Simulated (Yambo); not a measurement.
Yambo run on NaYS₂ (space group R-3m, No. 166). The wavefunctions are norm-conserving PBEsol (Quantum ESPRESSO, 88 Ry, scalar-relativistic) ones on a 4×4×4 mesh (16 occupied bands); a = 6.9641 Å, b = 6.9641 Å, c = 6.9641 Å, α = 32.83°, β = 32.83°, γ = 32.83°.

Yambo input:

```
rim_cut
HF_and_locXC
RandQpts= 1000000
RandGvec= 1 Ry
EXXRLvcs= 88 Ry
VXCRLvcs= 352 Ry
% QPkrange
 1 | 1 | 16 | 17 |
 3 | 3 | 16 | 17 |
 7 | 7 | 16 | 17 |
 13 | 13 | 16 | 17 |
%
```

k points by index: 1 = Γ, 3 = L, 7 = F, 13 = Z.

Table of the .hf output:

```
#    K-point    Band    Eo [eV]    Ehf [eV]    Vxc [eV]    Vnlxc [eV]
#
    1    16    0.000000    -2.987672    -13.12356    -16.11123
    1    17    3.441760    8.956764    -12.07599    -6.560987
    3    16    -0.703540    -3.998992    -12.77801    -16.07346
    3    17    2.662196    7.464203    -11.43412    -6.632117
    7    16    -0.832730    -4.179427    -12.68926    -16.03596
    7    17    2.144858    6.651383    -10.63271    -6.126189
    13    16    -0.113308    -3.147844    -12.98085    -16.01538
    13    17    3.484902    9.042846    -12.17494    -6.616997
```
Exchange alone, without screening.

Geometry relaxed with PBEsol.
